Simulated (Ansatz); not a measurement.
Diamond alloy of Si and Ge (52 of 64 Si sites exchanged), 64 atoms

Ansatz, PAW, plane waves. PBEsol relaxation of volume and atoms (shape held) at the single k point (½, ½, ½); single points on the relaxed atoms at the Γ point alone, onto which points of the small cell's zone fold. Arrangement: random. No spin–orbit coupling unless named.

Relaxed structure:

```xyz
64
Lattice="11.2493 0.0000 0.0000 0.0000 11.2493 0.0000 0.0000 0.0000 11.2493" Properties=species:S:1:pos:R:3 pbc="T T T"
Si    0.0016   11.2484   11.2432
Si    1.4120    1.4073    7.0384
Si    7.0316    1.4226    1.4091
Si    7.0486    7.0428    1.3777
Si    2.7931    2.8301   11.2272
Si    8.4240    8.4196    0.0230
Si    8.4376    8.4440    5.6266
Si    4.2128    9.8495    7.0459
Si    4.2272    7.0312    9.8402
Si    1.4346    4.2026    9.8607
Si    7.0305    4.2264    4.1980
Si    7.0292    4.2300    9.8516
Ge    0.0120    0.0284    5.6464
Ge    0.0186    5.5980   11.2305
Ge   11.2455    5.6384    5.6303
Ge    5.6433    0.0337    0.0235
Ge    5.6110   11.2194    5.6504
Ge    5.6499    5.6549   11.2216
Ge    5.6509    5.6058    5.6015
Ge    1.4048    1.4116    1.3519
Ge    1.4121    7.0299    1.3964
Ge    1.4180    7.0339    7.0580
Ge    7.0262    1.4118    7.0416
Ge    7.0408    7.0514    7.0143
Ge    2.7970    2.7958    5.6512
Ge    2.8370    8.4295   11.2221
Ge    2.8416    8.4554    5.6485
Ge    8.4000    2.8138   11.2464
Ge    8.4160    2.8386    5.6018
Ge    4.2177    4.2069    1.3692
Ge    4.2237    4.2254    7.0429
Ge    4.2387    9.8401    1.4024
Ge    9.8245    4.2247    1.4032
Ge    9.8497    4.2141    7.0476
Ge    9.8363    9.8486    1.3610
Ge    9.8303    9.8297    7.0065
Ge    2.8143    0.0082    2.7925
Ge    2.8124    0.0138    8.4071
Ge    2.8208    5.6184    2.8080
Ge    2.8228    5.6205    8.4918
Ge    8.4228    0.0173    2.7842
Ge    8.4460   11.2359    8.4439
Ge    8.3944    5.6425    2.8053
Ge    8.4156    5.6162    8.4605
Ge    4.2257    1.4043    4.2233
Ge    4.2001    1.4370    9.8583
Ge    4.2387    7.0315    4.2119
Ge    9.8404    1.4144    4.2111
Ge    9.8662    1.3946    9.8635
Ge    9.8089    7.0541    4.2332
Ge    9.8174    7.0369    9.8754
Ge    0.0007    2.8112    2.7938
Ge    0.0555    2.8063    8.4534
Ge   11.2393    8.4487    2.8093
Ge   11.2290    8.4417    8.4483
Ge    5.6585    2.8171    2.8069
Ge    5.6416    2.8431    8.4689
Ge    5.6648    8.4149    2.7860
Ge    5.5872    8.4409    8.4380
Ge    1.4036    4.2145    4.2215
Ge    1.4132    9.8582    4.2277
Ge    1.3937    9.8678    9.8465
Ge    7.0531    9.8249    4.2298
Ge    7.0386    9.8199    9.8742
```

Q: What are the mean bond lengths by pair (pairs within 1.2 times the sum of covalent radii, less contacts 15 % beyond the pair's median; cation–cation pairs of compounds aside; long ionic contacts are cut short by that bound)?

A: Ge–Ge 2.452 ± 0.007 Å (standard deviation, 82 bonds); Ge–Si 2.409 ± 0.005 Å (standard deviation, 44 bonds); Si–Si 2.368 ± 0.003 Å (standard deviation, 2 bonds).

Q: What gap lies between the top filled and the lowest empty level in the single points?

A: HSE06 1.00 eV (40 s on NVIDIA GB300). An indirect band minimum needn't fold onto Γ of this cell; where it doesn't, these gaps are too wide.
